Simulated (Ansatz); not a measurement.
Ansatz input file:

```yaml
crystal:
  lattice:
    - [3.897, 0.0, 0.0]
    - [0.0, 3.897, 0.0]
    - [0.0, 0.0, 3.897]
  atoms:
    - { symbol: Mn, position: [0.0, 0.0, 0.0], spin: 4.1 }
    - { symbol: Pt, position: [0.0, 0.5, 0.5], spin: 0.13 }
    - { symbol: Pt, position: [0.5, 0.0, 0.5], spin: 0.13 }
    - { symbol: Pt, position: [0.5, 0.5, 0.0], spin: 0.13 }
basis:
  ecutwfc: 420
kpoints:
  mp_grid: { grid: [12, 12, 12] }
hamiltonian:
  xc: pbesol
scf:
  occupations: { method: gaussian, width: 0.1 }
output:
  forces: true
  stress: true
  eigenvalues: true
  populations: true
  write_density: true
  write_potential: true
  elf: true
  volumetric_format: npy
magnetization:
  spin_polarized: true
relax:
  adjacent_minimum: "off"
  f_tol: 0.005
  max_steps: 80
  cell: { stress_tol: 0.05 }
```

Run as
```bash
ansatz run input.yaml --threads 1 --pin off --max-ram 2560MiB --backend cpu --events-out ev --progress --plain --runs-dir out
```

The calculation used DFT PBEsol, scalar-relativistic, plane waves, PAW in Ansatz 0.2.0.

Part of what the program printed, abridged:

```
Pseudopotentials: kind: paw
Pseudopotential: Mn, paw, valence charge 15, recommended cutoff 420 eV (normal)
Pseudopotential: Pt, paw, valence charge 18, recommended cutoff 420 eV (normal)
Functional definition: PBEsol
Crystal: 4 atoms, lattice volume = 59.182 Å³
Basis set: ecut = 420 eV, 1189 PW (Γ), exchange–correlation on 54×54×54 points (8 copies of the dense FFT grid, shifted against one another)
Bands: 45, of which v1, the nominal top of the filled ones, is band 35 counted from 1 (34 counted from 0)
Symmetry: 48 space group operations
Space group: Pm-3m (ITA 221), of the structure as read, at distance tolerance 3.9e-5 Å
Magnetic group: BNS 221.92 (UNI 1594), of the structure as read, at distance tolerance 3.9e-5 Å
k-points: 84 of 1728
Initial density: superposition of atomic densities (chi_scale 0.1, normalization cell, long waves kept (reshape's long-wave potential 0.00 eV rms))
Starting moments: Σ|m| = 4.49 μB on 4 of 4 sites
Initial wavefunctions: pseudopotential atomic-orbital guess
Functional: x = pbesol(κ = 0.804, μ = 0.12345679), c = pbesol(β = 0.046)
SCF iter   1: F=—  HF=-41022.873200 eV  |F-HF|=—  |Δ(HF+E_count)|=         —  Δρ=7.58e-2 (↑7.58e-2 ↓7.35e-2) dr2=1.81e1  dr2_m=6.34e-2  M=4.219 μB ∫|m|=4.308 μB  β_m=0.30  ethr=3.10e-3  ⟨swp⟩=5.5  Hψ=24439  notcnv=0  defer=108
Mixer restart at iter 1: flushing history
spin=Collinear: Kerker preconditioning applied to the charge; magnetization (m = ρ↑ − ρ↓) channel mixes plain (no charge-response kernel on spin).
SCF iter   2: F=—  HF=-41022.533857 eV  |F-HF|=—  |Δ(HF+E_count)|=   3.39e-1  Δρ=4.89e-2 (↑4.28e-2 ↓4.89e-2) dr2=7.89e0  dr2_m=1.08e-2  M=4.179 μB ∫|m|=4.302 μB  β_m=0.51  ethr=3.10e-3  ⟨swp⟩=2.4  Hψ=13078  notcnv=0  defer=649
SCF iter   3: F=—  HF=-41021.530986 eV  |F-HF|=—  |Δ(HF+E_count)|=    1.00e0  Δρ=1.31e-2 (↑1.08e-2 ↓1.31e-2) dr2=6.81e-1  dr2_m=2.92e-3  M=4.159 μB ∫|m|=4.336 μB  β_m=0.58  ethr=3.10e-3  ⟨swp⟩=2.6  Hψ=13135  notcnv=0  defer=643
SCF iter   4: F=—  HF=-41021.340540 eV  |F-HF|=—  |Δ(HF+E_count)|=   1.90e-1  Δρ=1.04e-2 (↑1.04e-2 ↓7.50e-3) dr2=1.17e-1  dr2_m=1.73e-3  M=4.177 μB ∫|m|=4.366 μB  β_m=0.75  ethr=9.87e-4  ⟨swp⟩=2.1  Hψ=10150  notcnv=0  defer=629
SCF iter   5: F=—  HF=-41021.444172 eV  |F-HF|=—  |Δ(HF+E_count)|=         —  Δρ=5.04e-3 (↑1.87e-3 ↓5.04e-3) dr2=2.30e-2  dr2_m=1.90e-3  M=4.195 μB ∫|m|=4.392 μB  β_m=0.75  ethr=1.69e-4  ⟨swp⟩=2.0  Hψ=12361  notcnv=0  defer=629
Mixer restart at iter 5: flushing history
SCF iter   6: F=—  HF=-41021.456897 eV  |F-HF|=—  |Δ(HF+E_count)|=   1.27e-2  Δρ=2.79e-3 (↑2.79e-3 ↓2.11e-3) dr2=1.55e-3  dr2_m=2.73e-3  M=4.198 μB ∫|m|=4.402 μB  β_m=0.85  ethr=3.34e-5  ⟨swp⟩=2.0  Hψ=12661  notcnv=0  defer=630
SCF iter   7: F=—  HF=-41021.456044 eV  |F-HF|=—  |Δ(HF+E_count)|=   8.53e-4  Δρ=1.12e-3 (↑1.03e-3 ↓1.12e-3) dr2=3.27e-3  dr2_m=1.78e-5  M=4.190 μB ∫|m|=4.394 μB  β_m=0.82  ethr=2.24e-6  ⟨swp⟩=2.0  Hψ=13137  notcnv=0  defer=626
SCF iter   8: F=—  HF=-41021.455407 eV  |F-HF|=—  |Δ(HF+E_count)|=   6.37e-4  Δρ=5.57e-4 (↑5.57e-4 ↓3.89e-4) dr2=2.91e-4  dr2_m=6.51e-6  M=4.193 μB ∫|m|=4.399 μB  β_m=0.91  ethr=2.24e-6  ⟨swp⟩=2.0  Hψ=13395  notcnv=0  defer=626
SCF iter   9: F=—  HF=-41021.455612 eV  |F-HF|=—  |Δ(HF+E_count)|=   2.05e-4  Δρ=2.76e-4 (↑2.76e-4 ↓1.55e-4) dr2=7.99e-5  dr2_m=2.45e-6  M=4.194 μB ∫|m|=4.399 μB  β_m=0.96  ethr=4.21e-7  ⟨swp⟩=1.9  Hψ=10414  notcnv=0  defer=624
SCF iter  10: F=—  HF=-41021.455615 eV  |F-HF|=—  |Δ(HF+E_count)|=   3.28e-6  Δρ=1.89e-5 (↑1.89e-5 ↓1.78e-5) dr2=1.01e-6  dr2_m=5.85e-9  M=4.194 μB ∫|m|=4.399 μB  β_m=0.98  ethr=1.16e-7  ⟨swp⟩=2.0  Hψ=10418  notcnv=0  defer=624
SCF iter  11: F=—  HF=-41021.455615 eV  |F-HF|=—  |Δ(HF+E_count)|=   2.40e-7  Δρ=5.73e-6 (↑3.65e-6 ↓5.73e-6) dr2=8.52e-8  dr2_m=1.74e-9  M=4.194 μB ∫|m|=4.399 μB  β_m=0.99  ethr=1.46e-9  ⟨swp⟩=2.2  Hψ=10864  notcnv=0  defer=624
SCF iter  12: F=-41021.455615 eV  HF=-41021.455615 eV  |F-HF|=5.44e-8  |Δ(HF+E_count)|=   5.56e-9  Δρ=4.72e-6 (↑4.72e-6 ↓4.34e-6) dr2=6.06e-8  dr2_m=2.80e-10  M=4.194 μB ∫|m|=4.399 μB  ethr=1.23e-10  ⟨swp⟩=11.1  Hψ=48959  notcnv=0
SCF 1 converged in 12 iterations: F = -41021.455615 eV  dr2 = 6.06e-8
relax step   1: F+E_penalty+E_count = -41021.45561458 eV  Δ(F+E_penalty+E_count) = +0.000e0 eV  max|allowed force component| = 2.640e-28 eV/Å  Δτ_max = 0.0000 Å  P = -4.429 GPa  Ω = 59.182 Å³  (12 SCF iters, dr2 threshold 1.00e-7 eV, accepted)
Crystal: 4 atoms, lattice volume = 56.665 Å³
Basis set: ecut = 420 eV, 1141 PW (Γ), exchange–correlation on 54×54×54 points (8 copies of the dense FFT grid, shifted against one another)
Initial density: handed on by an earlier stage of this run
Starting moments: Σ|m| = 4.49 μB on 4 of 4 sites; this step starts from the density that it was given
Initial wavefunctions: those handed on with the density
SCF iter   1: F=—  HF=-41021.446005 eV  |F-HF|=—  |Δ(HF+E_count)|=         —  Δρ=5.75e-3 (↑3.25e-3 ↓5.75e-3) dr2=4.47e-2  dr2_m=5.71e-3  M=4.166 μB ∫|m|=4.342 μB  β_m=0.30  ethr=6.43e-5  ⟨swp⟩=1.7  Hψ=32463  notcnv=0
spin=Collinear: Kerker preconditioning applied to the charge; magnetization (m = ρ↑ − ρ↓) channel mixes plain (no charge-response kernel on spin).
SCF iter   2: F=—  HF=-41021.445178 eV  |F-HF|=—  |Δ(HF+E_count)|=   8.26e-4  Δρ=4.19e-3 (↑2.64e-3 ↓4.19e-3) dr2=2.49e-2  dr2_m=3.48e-3  M=4.166 μB ∫|m|=4.343 μB  β_m=0.65  ethr=6.43e-5  ⟨swp⟩=1.5  Hψ=7807  notcnv=0
SCF iter   3: F=—  HF=-41021.442227 eV  |F-HF|=—  |Δ(HF+E_count)|=   2.95e-3  Δρ=8.20e-4 (↑8.20e-4 ↓5.98e-4) dr2=1.82e-3  dr2_m=2.67e-5  M=4.169 μB ∫|m|=4.349 μB  β_m=0.70  ethr=3.60e-5  ⟨swp⟩=2.0  Hψ=10356  notcnv=0
SCF iter   4: F=—  HF=-41021.442095 eV  |F-HF|=—  |Δ(HF+E_count)|=   1.32e-4  Δρ=8.33e-4 (↑8.33e-4 ↓5.93e-4) dr2=7.01e-4  dr2_m=1.64e-5  M=4.165 μB ∫|m|=4.344 μB  β_m=0.66  ethr=2.63e-6  ⟨swp⟩=2.1  Hψ=10484  notcnv=0  defer=1
SCF iter   5: F=—  HF=-41021.442477 eV  |F-HF|=—  |Δ(HF+E_count)|=   3.83e-4  Δρ=2.64e-4 (↑1.68e-4 ↓2.64e-4) dr2=7.85e-5  dr2_m=4.07e-6  M=4.165 μB ∫|m|=4.345 μB  β_m=0.83  ethr=1.02e-6  ⟨swp⟩=2.1  Hψ=11424  notcnv=0  defer=1
SCF iter   6: F=—  HF=-41021.442518 eV  |F-HF|=—  |Δ(HF+E_count)|=   4.01e-5  Δρ=6.60e-5 (↑6.60e-5 ↓4.38e-5) dr2=3.23e-6  dr2_m=5.90e-7  M=4.164 μB ∫|m|=4.345 μB  β_m=0.92  ethr=1.14e-7  ⟨swp⟩=2.1  Hψ=11730  notcnv=0  defer=1
SCF iter   7: F=—  HF=-41021.442518 eV  |F-HF|=—  |Δ(HF+E_count)|=   9.56e-7  Δρ=5.63e-5 (↑5.63e-5 ↓2.98e-5) dr2=3.80e-6  dr2_m=1.22e-7  M=4.164 μB ∫|m|=4.345 μB  β_m=0.96  ethr=4.68e-9  ⟨swp⟩=2.0  Hψ=12905  notcnv=0  defer=1
SCF iter   8: F=—  HF=-41021.442519 eV  |F-HF|=—  |Δ(HF+E_count)|=   2.11e-7  Δρ=8.59e-6 (↑8.59e-6 ↓4.89e-6) dr2=1.20e-7  dr2_m=2.85e-9  M=4.164 μB ∫|m|=4.345 μB  β_m=0.98  ethr=4.68e-9  ⟨swp⟩=1.7  Hψ=8535  notcnv=0  defer=1
SCF iter   9: F=-41021.442519 eV  HF=-41021.442519 eV  |F-HF|=9.69e-9  |Δ(HF+E_count)|=   2.81e-8  Δρ=3.65e-6 (↑3.65e-6 ↓1.58e-6) dr2=1.24e-8  dr2_m=7.55e-10  M=4.164 μB ∫|m|=4.345 μB  ethr=1.74e-10  ⟨swp⟩=5.8  Hψ=42285  notcnv=0
the search or the solves at the SCF's close seem to have found levels that the self-consistency loop had missed (the run counts 2). By its estimate they hold under 1e-12 electrons; where the run keeps them, the occupations were computed again with them
SCF 2 converged in 9 iterations: F = -41021.442519 eV  dr2 = 1.24e-8
relax step   2: F+E_penalty+E_count = -41021.44251865 eV  Δ(F+E_penalty+E_count) = +1.310e-2 eV  max|allowed force component| = 9.466e-30 eV/Å  Δτ_max = 0.0000 Å  P = +6.722 GPa  Ω = 56.665 Å³  energy of the carried Pulay correction = +1.034e-3 eV  (9 SCF iters, dr2 threshold 4.00e-7 eV, rejected (line search))
Crystal: 4 atoms, lattice volume = 58.156 Å³
SCF iter   1: F=—  HF=-41021.472398 eV  |F-HF|=—  |Δ(HF+E_count)|=         —  Δρ=3.43e-3 (↑1.95e-3 ↓3.43e-3) dr2=1.66e-2  dr2_m=2.11e-3  M=4.181 μB ∫|m|=4.379 μB  β_m=0.30  ethr=2.32e-5  ⟨swp⟩=1.9  Hψ=31562  notcnv=0
spin=Collinear: Kerker preconditioning applied to the charge; magnetization (m = ρ↑ − ρ↓) channel mixes plain (no charge-response kernel on spin).
SCF iter   2: F=—  HF=-41021.472237 eV  |F-HF|=—  |Δ(HF+E_count)|=   1.61e-4  Δρ=2.59e-3 (↑1.57e-3 ↓2.59e-3) dr2=9.85e-3  dr2_m=1.33e-3  M=4.181 μB ∫|m|=4.378 μB  β_m=0.65  ethr=2.32e-5  ⟨swp⟩=1.0  Hψ=7560  notcnv=0
SCF iter   3: F=—  HF=-41021.470857 eV  |F-HF|=—  |Δ(HF+E_count)|=   1.38e-3  Δρ=4.81e-4 (↑4.59e-4 ↓4.81e-4) dr2=4.80e-4  dr2_m=1.27e-5  M=4.181 μB ∫|m|=4.375 μB  β_m=0.75  ethr=1.43e-5  ⟨swp⟩=2.0  Hψ=10223  notcnv=0
SCF iter   4: F=—  HF=-41021.471151 eV  |F-HF|=—  |Δ(HF+E_count)|=   2.93e-4  Δρ=4.45e-4 (↑4.45e-4 ↓2.86e-4) dr2=1.94e-4  dr2_m=6.21e-6  M=4.183 μB ∫|m|=4.378 μB  β_m=0.72  ethr=6.95e-7  ⟨swp⟩=2.2  Hψ=11056  notcnv=0
SCF iter   5: F=—  HF=-41021.471225 eV  |F-HF|=—  |Δ(HF+E_count)|=   7.45e-5  Δρ=9.79e-5 (↑7.37e-5 ↓9.79e-5) dr2=1.15e-5  dr2_m=1.75e-6  M=4.183 μB ∫|m|=4.378 μB  β_m=0.86  ethr=2.81e-7  ⟨swp⟩=2.0  Hψ=11106  notcnv=0
SCF iter   6: F=—  HF=-41021.471223 eV  |F-HF|=—  |Δ(HF+E_count)|=   2.18e-6  Δρ=5.26e-5 (↑5.26e-5 ↓2.80e-5) dr2=1.70e-6  dr2_m=4.77e-7  M=4.183 μB ∫|m|=4.378 μB  β_m=0.93  ethr=1.66e-8  ⟨swp⟩=2.3  Hψ=12339  notcnv=0
SCF iter   7: F=—  HF=-41021.471223 eV  |F-HF|=—  |Δ(HF+E_count)|=   2.12e-7  Δρ=2.56e-5 (↑2.56e-5 ↓1.50e-5) dr2=9.76e-7  dr2_m=2.06e-8  M=4.183 μB ∫|m|=4.378 μB  β_m=0.96  ethr=2.46e-9  ⟨swp⟩=2.0  Hψ=10691  notcnv=0
SCF iter   8: F=—  HF=-41021.471223 eV  |F-HF|=—  |Δ(HF+E_count)|=   6.23e-8  Δρ=3.60e-6 (↑3.60e-6 ↓2.75e-6) dr2=2.02e-8  dr2_m=3.88e-10  M=4.184 μB ∫|m|=4.378 μB  β_m=0.98  ethr=1.41e-9  ⟨swp⟩=1.7  Hψ=8980  notcnv=0
SCF iter   9: F=—  HF=-41021.471223 eV  |F-HF|=—  |Δ(HF+E_count)|=   5.48e-9  Δρ=1.88e-6 (↑1.88e-6 ↓7.88e-7) dr2=3.31e-9  dr2_m=2.18e-10  M=4.184 μB ∫|m|=4.378 μB  β_m=0.99  ethr=2.92e-11  ⟨swp⟩=2.1  Hψ=9677  notcnv=0
SCF iter  10: F=—  HF=-41021.471223 eV  |F-HF|=—  |Δ(HF+E_count)|=  4.66e-10  Δρ=2.17e-7 (↑1.15e-7 ↓2.17e-7) dr2=7.48e-11  dr2_m=2.10e-12  M=4.184 μB ∫|m|=4.378 μB  β_m=1.00  ethr=4.79e-12  ⟨swp⟩=2.0  Hψ=9635  notcnv=0
SCF iter  11: F=—  HF=-41021.471223 eV  |F-HF|=—  |Δ(HF+E_count)|=    0.00e0  Δρ=4.01e-8 (↑1.97e-8 ↓4.01e-8) dr2=2.46e-12  dr2_m=1.59e-13  M=4.184 μB ∫|m|=4.378 μB  β_m=1.00  ethr=1.00e-12  ⟨swp⟩=1.0  Hψ=7560  notcnv=0
SCF iter  12: F=-41021.471223 eV  HF=-41021.471223 eV  |F-HF|=2.91e-11  |Δ(HF+E_count)|=  7.28e-12  Δρ=2.80e-8 (↑2.28e-8 ↓2.80e-8) dr2=2.25e-12  dr2_m=8.18e-15  M=4.184 μB ∫|m|=4.378 μB  ethr=1.00e-12  ⟨swp⟩=3.1  Hψ=26411  notcnv=0
the search or the solves at the SCF's close seem to have found levels that the self-consistency loop had missed (the run counts 2). By its estimate they hold under 1e-12 electrons; where the run keeps them, the occupations were computed again with them
SCF 3 converged in 12 iterations: F = -41021.471223 eV  dr2 = 2.25e-12
relax step   3: F+E_penalty+E_count = -41021.47122281 eV  Δ(F+E_penalty+E_count) = -1.561e-2 eV  max|allowed force component| = 1.012e-29 eV/Å  Δτ_max = 0.0000 Å  P = -0.238 GPa  Ω = 58.156 Å³  energy of the carried Pulay correction = +4.162e-4 eV  (12 SCF iters, accepted)
Crystal: 4 atoms, lattice volume = 58.099 Å³
SCF iter   1: F=—  HF=-41021.471286 eV  |F-HF|=—  |Δ(HF+E_count)|=         —  Δρ=1.07e-4 (↑1.07e-4 ↓8.74e-5) dr2=1.25e-5  dr2_m=2.73e-6  M=4.183 μB ∫|m|=4.376 μB  β_m=0.65  ethr=1.66e-8  ⟨swp⟩=2.0  Hψ=29795  notcnv=0
SCF iter   2: F=—  HF=-41021.471284 eV  |F-HF|=—  |Δ(HF+E_count)|=   1.76e-6  Δρ=4.37e-5 (↑4.21e-5 ↓4.37e-5) dr2=2.65e-6  dr2_m=2.35e-7  M=4.183 μB ∫|m|=4.377 μB  β_m=0.42  ethr=1.66e-8  ⟨swp⟩=2.0  Hψ=11580  notcnv=0
SCF iter   3: F=—  HF=-41021.471285 eV  |F-HF|=—  |Δ(HF+E_count)|=   2.66e-7  Δρ=2.63e-5 (↑2.04e-5 ↓2.63e-5) dr2=1.79e-7  dr2_m=2.26e-7  M=4.183 μB ∫|m|=4.377 μB  β_m=0.64  ethr=3.83e-9  ⟨swp⟩=2.0  Hψ=10581  notcnv=0
SCF iter   4: F=—  HF=-41021.471287 eV  |F-HF|=—  |Δ(HF+E_count)|=   2.08e-6  Δρ=1.35e-5 (↑1.35e-5 ↓6.40e-6) dr2=3.85e-8  dr2_m=4.57e-8  M=4.183 μB ∫|m|=4.377 μB  β_m=0.67  ethr=2.60e-10  ⟨swp⟩=2.0  Hψ=12848  notcnv=0
SCF iter   5: F=—  HF=-41021.471287 eV  |F-HF|=—  |Δ(HF+E_count)|=   3.12e-7  Δρ=7.43e-6 (↑7.43e-6 ↓4.98e-6) dr2=7.28e-8  dr2_m=1.71e-9  M=4.183 μB ∫|m|=4.377 μB  β_m=0.65  ethr=5.58e-11  ⟨swp⟩=2.0  Hψ=12837  notcnv=0
SCF iter   6: F=—  HF=-41021.471287 eV  |F-HF|=—  |Δ(HF+E_count)|=   1.51e-7  Δρ=7.91e-6 (↑7.91e-6 ↓7.88e-6) dr2=1.63e-7  dr2_m=1.13e-9  M=4.183 μB ∫|m|=4.377 μB  β_m=0.60  ethr=5.58e-11  ⟨swp⟩=2.0  Hψ=12813  notcnv=0
SCF iter   7: F=-41021.471287 eV  HF=-41021.471287 eV  |F-HF|=1.66e-8  |Δ(HF+E_count)|=   1.68e-8  Δρ=2.63e-6 (↑2.25e-6 ↓2.63e-6) dr2=1.77e-8  dr2_m=1.30e-10  M=4.183 μB ∫|m|=4.377 μB  ethr=5.58e-11  ⟨swp⟩=5.0  Hψ=36921  notcnv=0
SCF 4 converged in 7 iterations: F = -41021.471287 eV  dr2 = 1.77e-8
relax step   4: F+E_penalty+E_count = -41021.47128723 eV  Δ(F+E_penalty+E_count) = -6.442e-5 eV  max|allowed force component| = 9.887e-29 eV/Å  Δτ_max = 0.0000 Å  P = +0.009 GPa  Ω = 58.099 Å³  energy of the carried Pulay correction = +4.396e-4 eV  (7 SCF iters, dr2 threshold 1.42e-7 eV, accepted)
Initial wavefunctions: pseudopotential atomic-orbital guess (no wavefunctions were taken with the density)
SCF iter   1: F=—  HF=-41021.470826 eV  |F-HF|=—  |Δ(HF+E_count)|=         —  Δρ=2.52e-5 (↑2.27e-5 ↓2.52e-5) dr2=4.61e-7  dr2_m=2.32e-8  M=4.183 μB ∫|m|=4.377 μB  β_m=0.65  ethr=1.45e-8  ⟨swp⟩=3.6  Hψ=47583  notcnv=0
SCF iter   2: F=—  HF=-41021.470826 eV  |F-HF|=—  |Δ(HF+E_count)|=   4.69e-7  Δρ=1.17e-5 (↑1.17e-5 ↓1.16e-5) dr2=2.65e-7  dr2_m=2.99e-9  M=4.183 μB ∫|m|=4.377 μB  β_m=0.38  ethr=6.68e-10  ⟨swp⟩=2.0  Hψ=13347  notcnv=0
SCF iter   3: F=—  HF=-41021.470826 eV  |F-HF|=—  |Δ(HF+E_count)|=   3.93e-8  Δρ=8.12e-6 (↑8.11e-6 ↓8.12e-6) dr2=2.41e-8  dr2_m=5.62e-9  M=4.183 μB ∫|m|=4.377 μB  β_m=0.60  ethr=3.84e-10  ⟨swp⟩=2.0  Hψ=10437  notcnv=0
SCF iter   4: F=—  HF=-41021.470826 eV  |F-HF|=—  |Δ(HF+E_count)|=   1.20e-7  Δρ=3.33e-6 (↑2.90e-6 ↓3.33e-6) dr2=1.90e-8  dr2_m=2.07e-10  M=4.183 μB ∫|m|=4.377 μB  β_m=0.57  ethr=3.49e-11  ⟨swp⟩=2.0  Hψ=11683  notcnv=0
SCF iter   5: F=—  HF=-41021.470826 eV  |F-HF|=—  |Δ(HF+E_count)|=   3.26e-8  Δρ=1.85e-6 (↑1.42e-6 ↓1.85e-6) dr2=1.79e-9  dr2_m=1.16e-9  M=4.183 μB ∫|m|=4.377 μB  β_m=0.78  ethr=2.75e-11  ⟨swp⟩=2.0  Hψ=11955  notcnv=0
SCF iter   6: F=—  HF=-41021.470826 eV  |F-HF|=—  |Δ(HF+E_count)|=   1.63e-8  Δρ=4.96e-7 (↑4.96e-7 ↓1.61e-7) dr2=1.29e-10  dr2_m=4.38e-11  M=4.183 μB ∫|m|=4.377 μB  β_m=0.83  ethr=2.59e-12  ⟨swp⟩=2.1  Hψ=12614  notcnv=0
SCF iter   7: F=—  HF=-41021.470826 eV  |F-HF|=—  |Δ(HF+E_count)|=  7.28e-12  Δρ=9.88e-8 (↑9.88e-8 ↓3.11e-8) dr2=6.31e-12  dr2_m=1.37e-12  M=4.183 μB ∫|m|=4.377 μB  β_m=0.82  ethr=1.00e-12  ⟨swp⟩=1.0  Hψ=7560  notcnv=0
SCF iter   8: F=-41021.470826 eV  HF=-41021.470826 eV  |F-HF|=1.46e-11  |Δ(HF+E_count)|=  1.46e-11  Δρ=5.62e-8 (↑5.62e-8 ↓5.25e-8) dr2=9.15e-12  dr2_m=1.95e-13  M=4.183 μB ∫|m|=4.377 μB  ethr=1.00e-12  ⟨swp⟩=3.2  Hψ=27570  notcnv=0
SCF 5 converged in 8 iterations: F = -41021.470826 eV  dr2 = 9.15e-12
SCF converged after 8 iterations
Magnetization: 4.1829 μB (36.5914 up, 32.4086 down)
Absolute magnetization: 4.3787 μB (∫|ρ↑−ρ↓|, with the PAW one-centre terms)
Spin contamination: 0.2066 ħ² per cell (⟨S²⟩ above its minimum at these occupations)
Per-site moments (μB) at R_I (Å): [(3.70133396, 1.12970342), (0.15082558, 1.12970342), (0.15082558, 1.12970342), (0.15082558, 1.12970342)]
Free energy (F): -41021.470826 eV
Harris-Foulkes:  -41021.470826 eV  (|F-HF|=1.46e-11)
Internal energy: -41021.455606 eV  (E = F + TS)
E sigma→0 (E₀):  -41021.463216 eV
Entropy (-TS):   -0.015220 eV (-3.805 meV/atom)
Fermi energy:    21.869343 eV
--- Per-component energies (eV) ---
  E_band       = -605.567780
  E_kinetic    = 2217.615364
  E_local      = -6161.470803  (includes V_loc(G=0)·N_el)
  E_nonlocal   = 855.451593
  E_hartree    = 2355.769467
  E_xc         = -894.773990
  E_vxc        = -1053.462583  (∫ρ·V_xc dr)
  E_paw        = -29222.282592  (= ΣΔE_a)
  E_vpaw       = -1175.240613  (= ΣTr[D̂ρ^β])
  E_aug_tail   = 0.000503  (compensation charges beyond the density's cutoff)
  E_ewald      = -10172.795743
  E_core_change = 1.030594  (= ΣΔE_core)
  E_smearing   = -0.015220  (= −TS)
--- Forces (eV/Å), atoms counted from 1 ---
  atom   1  Mn     0.00000000     0.00000000     0.00000000
  atom   2  Pt     0.00000000     0.00000000     0.00000000
  atom   3  Pt     0.00000000     0.00000000     0.00000000
  atom   4  Pt     0.00000000     0.00000000     0.00000000
--- Stress (GPa, compression-positive) ---
        0.015152       0.000000       0.000000
        0.000000       0.015152       0.000000
        0.000000       0.000000       0.015152
  P = ⅓ Tr σ = 0.0152 GPa (0.152 kbar)
--- Band table (eV; the first three rows and the last of 168) ---
  k-point 0 ↑: bands = ["-76.7551", "-76.7152", "-76.7152", "-58.8281", "-31.1297", "-31.1297", "-31.1297", "-30.8744", "-30.8744", "-30.8744", "-30.7637", "-30.7637", "-30.7637", "-27.6899", "-27.6899", "-27.6899", "11.8309", "14.6458", "15.2881", "15.2881", "15.4937", "15.4937", "15.4937", "18.4315", "18.4315", "18.4315", "20.2588", "20.2588", "21.5138", "21.5138", "21.7350", "21.7350", "21.7350", "21.9899", "22.4663", "22.4663", "22.4663", "23.5522", "23.5522", "23.5522", "30.4366", "30.4366", "32.2369", "32.9129", "32.9129"]
  k-point 1 ↑: bands = ["-76.7545", "-76.7158", "-76.7152", "-58.8281", "-31.1262", "-31.1262", "-31.1238", "-30.8754", "-30.8754", "-30.8747", "-30.7701", "-30.7662", "-30.7662", "-27.6904", "-27.6901", "-27.6901", "11.9234", "14.7063", "15.3165", "15.3623", "15.5278", "15.5488", "15.5488", "18.3769", "18.4689", "18.4689", "20.2024", "20.2790", "21.4244", "21.4257", "21.4257", "21.4778", "21.7341", "21.9062", "22.0946", "22.0946", "22.4666", "23.1110", "24.1819", "24.1819", "30.3774", "30.6047", "32.3273", "32.9741", "32.9741"]
  k-point 2 ↑: bands = ["-76.7528", "-76.7176", "-76.7152", "-58.8281", "-31.1161", "-31.1161", "-31.1063", "-30.8785", "-30.8785", "-30.8754", "-30.7888", "-30.7731", "-30.7731", "-27.6920", "-27.6907", "-27.6907", "12.1959", "14.8788", "15.3932", "15.5785", "15.6275", "15.7131", "15.7131", "18.2217", "18.5786", "18.5786", "20.0370", "20.3380", "20.6545", "20.6545", "21.1734", "21.3449", "21.6906", "21.6922", "21.6922", "21.7317", "22.0857", "22.4673", "25.2277", "25.2277", "30.2141", "30.4906", "32.9039", "32.9039", "33.3070"]
  k-point 83 ↓: bands = ["-76.6276", "-76.6276", "-76.6276", "-54.8227", "-31.1611", "-30.9398", "-30.9398", "-30.9398", "-30.6947", "-30.6947", "-30.6240", "-30.6240", "-30.6240", "-23.7644", "-23.7644", "-23.7644", "15.0016", "15.0016", "15.0016", "15.1918", "17.9661", "17.9661", "17.9661", "19.0033", "19.0033", "19.0033", "19.7876", "19.7876", "21.3576", "21.4505", "21.4505", "21.4505", "22.1312", "22.1312", "22.1312", "23.8272", "23.8272", "23.8272", "24.2110", "24.2110", "27.9549", "27.9549", "27.9549", "30.3489", "36.6092"]
--- Relaxed structure (4 steps of the walk, 3 accepted, 1 SCFs on fresh bases) ---
  F+E_penalty+E_count = -41021.47082577 eV   max|allowed force component| = 1.060e-28 eV/Å   (the final SCF, on the basis selected at the relaxed cell)
  cell:  # Å, volume = 58.0987 Å³
    - [3.87307128, 0.0, 0.0]
    - [0.0, 3.87307128, 0.0]
    - [0.0, 0.0, 3.87307128]
  atoms:
    - { symbol: Mn, position: [0.0, 0.0, 0.0] }
    - { symbol: Pt, position: [0.0, 0.49999999, 0.49999999] }
    - { symbol: Pt, position: [0.49999999, 0.0, 0.49999999] }
    - { symbol: Pt, position: [0.49999999, 0.49999999, 0.0] }
--- Löwdin populations: 4 sites ---
  site symbol q [e]    m [muB]
     0     Mn     14.4813     3.8071
     1     Pt     17.9475     0.1444
     2     Pt     17.9475     0.1444
     3     Pt     17.9475     0.1444
  spilling = 0.009799 (of n_electrons = 69.000000)
```

The relaxation met its thresholds.

Time: 3.1 min on 1 thread of Intel(R) Xeon(R) Platinum 8259CL CPU @ 2.50GHz (Skylake/Cascade Lake), on a shared host, peak memory 0.67 GiB.

Spin-orbit coupling is left out, which matters for the bands of heavy elements. Only parallel moments were tried here.